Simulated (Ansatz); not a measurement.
Single point in Ansatz 0.2.0 with PBE, no spin polarisation. Cutoff 420 eV, PAW datasets, 6×6×4 Γ-centred k mesh, methfessel-paxton filling (width 0.0329 eV).

Computed maps in the lattice plane spanned by a (left to right, 4.54 Å, 14 points from zero) and b (bottom to top, 4.54 Å, 14 points from zero), 90° apart, at height 0.000 along c. The fields are smooth PAW ones with compensation charges, not the true ones near nuclei.

Valence density. Digits on a logarithmic scale: 0 up to 0.03 e/Å³, each further digit a factor of 1.6, 9 from 1.3 e/Å³ up:
```
99975444445799
99865444445689
77655555555567
55555677765555
44456899986544
44457999997544
44457999997544
44457999997544
44456899986544
55555677765555
77655555555567
99865444445689
99975444445799
99975444445799
```

ELF. Ten even steps from '0' (0.02) to '9' (0.70):
```
59922455542299
99734543454379
32356421246532
12465323235642
34543799973454
55422995992245
55313950593135
55422995992245
34543799973454
12465323235642
32356421246532
99734543454379
59922455542299
05931355531395
```

Q: The cell is KTaP. Which atoms lie within 0.2 Å of this plane, and where (fractions of a and b)?

A: Ta at (0.00, 0.00), Ta at (0.50, 0.50). The whole cell:
```
CELL_PARAMETERS angstrom
4.53729 0.00000 0.00000
0.00000 4.53729 0.00000
0.00000 0.00000 7.96011
ATOMIC_POSITIONS crystal
K 0.00000 0.50000 0.65600
K 0.50000 0.00000 0.34400
P 0.00000 0.50000 0.19600
P 0.50000 0.00000 0.80400
Ta 0.00000 0.00000 0.00000
Ta 0.50000 0.50000 0.00000
```

Origin: a known structure type with other elements, at an estimated volume, so it need not be a known compound. Caveats: many states at the Fermi level without spin polarisation, so a magnetic state may lie lower.
